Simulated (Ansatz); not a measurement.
TlF3, in the lowest of the structures calculated here: Pnma (No. 62), oP16, AFLOW prototype AB3_oP16_62_c_cd (D0_11, as in Fe3C); a = 5.9072 Å, b = 7.0224 Å, c = 4.8298 Å, α = β = γ = 90.00°; Tl 4c (0.370, 0.250, 0.040); F 8d (0.163, 0.067, 0.340); F 4c (0.036, 0.250, 0.868). Calculation: r2SCAN (plane waves to 500 eV, PAW, scalar-relativistic; Ansatz, a first-principles code). Element references, the lowest calculated here: Tl (P6₃/mmc), F (R-3m, a generated molecular cell); gases are represented by their molecular solids.

Total energies (eV/atom, σ → 0; comparable only within this code, potentials and settings):

| phase | E (eV/atom) |
|---|---|
| TlF3 (Pnma) | -3471.794 |
| Tl (P6₃/mmc) | -11458.585 |
| F (R-3m) | -806.898 |
| TlF (Pbcm) | -6134.603 |

Q: What is the formation energy of this Pnma form of TlF3 from the elements?

A: E_f = -3471.794 − [1 × (-11458.585) + 3 × (-806.898)] / 4 = -1.97 eV/atom (-7.9 eV per formula unit).

Q: Is it stable against the other phases calculated?

A: Yes: the most favourable decomposition, TlF3 → TlF + 2 F (TlF Pbcm, F R-3m), costs 1.04 eV/atom.

Q: Over what range of chemical potentials is TlF3 stable among the phases calculated here? Give the corners of its window as Δμ = μ − μ(element).

A: 
```json
[
 {"in equilibrium with": "F", "Δμ(F) (eV)": "0.0", "Δμ(Tl) (eV)": "-7.9"},
 {"in equilibrium with": "TlF", "Δμ(F) (eV)": "-2.1", "Δμ(Tl) (eV)": "-1.6"}
]
```

At every corner Σ nΔμ equals the formation energy, about -7.9 eV per formula unit; the corners carry the error of several atoms' energies, a few 0.01 eV.

Hull of the energies calculated here, no anion corrections, zero temperature, no zero-point energy; an uncalculated phase could lie lower. Values are rounded to 0.01 eV/atom. Spin-orbit coupling is missing from these energies, which matters for elements this heavy. The compounds carry no spin polarisation.
